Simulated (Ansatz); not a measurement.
Crystals of one structure type (rock salt) and one family of elements, relaxed and computed with PBEsol (plane waves, PAW; program Ansatz).

| crystal | V (Å³/atom) | B₀ by P(V) fit (GPa) |
|---|---|---|
| CeN | 15.52 | 168 |
| ScAs | 19.80 | ? |
| LuSb | 26.96 | 67.8 |
| LaAs | 28.52 | 70.9 |
| YSb | 28.61 | 65.6 |
| LuBi | 28.84 | 61.1 |
| LaSb | 33.58 | 57.1 |

Task: Fit a straight line to ln B₀ against ln V and predict the withheld value.

Result: Least squares on the 6 shown rows: ln B₀ = -1.47 × ln V + (9.130), with a scatter of 6.1 %. For ScAs this gives 115. The run itself gave 92.6, a miss of 24.2 % of that, well beyond the scatter: the line misses something about this case.

Caveat: open 4f shells can settle in a state that is not the lowest. Standing as an ambient phase not checked: CeN, rock salt; ScAs, rock salt; LuSb, rock salt; LaAs, rock salt; YSb, rock salt; LuBi, rock salt; LaSb, rock salt. Began spin-polarised and lost the moments: CeN, rock salt. All cells were relaxed under the symmetry of their starts (and spin orders); stability against distortions was not tested throughout. Rows with no word on spin ran without spin polarisation. No Hubbard U is applied. Spin–orbit coupling is left out wherever it is not named.

Potentials: the later of the program's two PAW sets.
